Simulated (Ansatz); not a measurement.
Fields on a plane of TiO2 (anatase)

```yaml
crystal:
  lattice:
    - [-1.89940, 1.89940, 4.85040]
    - [1.89940, -1.89940, 4.85040]
    - [1.89940, 1.89940, -4.85040]
  atoms:
    - { symbol: Ti, position: [0.50000, 0.50000, 0.00000] }
    - { symbol: Ti, position: [0.25000, 0.75000, 0.50000] }
    - { symbol: O, position: [0.29355, 0.29355, 0.00000] }
    - { symbol: O, position: [0.04355, 0.54355, 0.50000] }
    - { symbol: O, position: [0.45645, 0.95645, 0.50000] }
    - { symbol: O, position: [0.70645, 0.70645, 0.00000] }
```

The slice is a (100) plane (indices of the conventional cell) through the point (0.293, 0.293, 0.000) (fractional), spanned by u = [101] and v = [110] in vectors of this cell: u (3.80 Å) and v (9.70 Å, at 90° to u). It covers one period; positions are fractions (u, v).

Atoms on it: Ti at (0.00, 0.21); Ti at (0.50, 0.46); O at (0.00, 0.00); O at (0.50, 0.25); O at (0.50, 0.66); O at (0.00, 0.41).

The numbers are results of PBE (plane waves to 420 eV, PAW, scalar-relativistic; Ansatz, an electronic-structure program), not measurements. k mesh 12×12×12. These are valence fields of a PAW run, semicore shells included where kept as valence: close to a nucleus they are smooth pseudo fields. TiO2 is run without spin polarisation. TiO2 was relaxed with its symmetry unable to fall.

```
v \ u  0.00  0.22  0.44  0.67  0.89
-----  ----  ----  ----  ----  ----
0.92   -0.2  -0.9  -1.8  -1.4  -0.4
0.83   -1.6  -1.7  -1.6  -1.7  -1.6
0.75   -1.8  -1.2  -0.3  -0.7  -1.7
0.67   -1.8  -0.7   0.8   0.2  -1.4
0.58   -1.6  -1.0   0.0  -0.4  -1.4
0.50   -0.2  -0.6   0.8   0.1  -0.4
0.42    0.9  -0.1   0.8   0.2   0.6
0.33    0.0  -0.6  -0.1  -0.4  -0.2
0.25    0.8  -0.2   0.8   0.3   0.5
0.17    0.9  -0.3  -0.2  -0.5   0.6
0.08    0.0  -0.7  -1.5  -1.2  -0.2
0.00    0.9  -0.3  -1.7  -1.1   0.6
```

Values: log₁₀ of the valence density in e/Å³. The scale is logarithmic, as a density can span decades between atoms and voids.

```
|898100189|
|984000048|
|420000002|
|000000000|
|000133100|
|001688610|
|004999940|
|0069xx960|
|006999960|
|002688620|
|310033001|
|971577517|
|9937xx739|
|x95466459|
|x95033059|
|861377316|
|311899811|
|6719xx917|
|x63999936|
|x81599518|
|420033002|
|764000046|
|898200289|
|x98300389|
```
Scale: ten equal steps from 0.00 (start of '0') to 0.84 (end of '9'), in the order '0123456789'. Values: electron localisation function (ELF). The map has 9 points along u (one character each, u = 0 at the left) and 24 along v (v = 0 in the bottom row). Points within 0.4 Å of a nucleus are blanked (x), as the pseudised field means little there.
